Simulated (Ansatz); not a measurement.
The numbers come from plane-wave PAW DFT (Ansatz): r2SCAN, no spin polarisation, 500 eV, 8×8×8 Γ-centred k points, tetrahedron occupations. Nothing was relaxed.

Computed maps in the lattice plane spanned by a (left to right, 3.84 Å, 12 points from zero) and b (bottom to top, 3.84 Å, 12 points from zero), 90° apart, at height 0.500 along c. The fields are smooth PAW ones with compensation charges, not the true ones near nuclei.

Valence density. Digits on a logarithmic scale: 0 up to 0.03 e/Å³, each further digit a factor of 1.6, 9 from 1.3 e/Å³ up:
```
679997655555
699999655555
799999755555
699999655555
679997655555
566766566766
655555679997
655555699999
755555799999
655555699999
655555679997
566766566766
```

ELF. Ten even steps from '0' (0.12) to '9' (0.99):
```
101210132223
016961023332
029992023332
016961023332
101210132223
310001310001
132223101210
023332016961
023332029992
023332016961
132223101210
310001310001
```

Problem. The cell is ScCo2Si2. Which atoms lie within 0.2 Å of this plane, and where (fractions of a and b)?

Solution. Co at (0.75, 0.25), Co at (0.25, 0.75). The whole cell:
```
Sc Si Co
1.0
     0.00000    3.84069    0.00000
     3.84069    0.00000    0.00000
     1.92035    1.92035   -4.81760
Sc Si Co
1 2 2
Direct
  0.00000 0.00000 0.00000
  0.38000 0.38000 0.24000
  0.62000 0.62000 0.76000
  0.75000 0.25000 0.50000
  0.25000 0.75000 0.50000
```

Origin: a known structure type with other elements, at an estimated volume, so it need not be a known compound. Caveats: empty levels are not fully converged; no spin polarisation, so a magnetic state may lie lower.
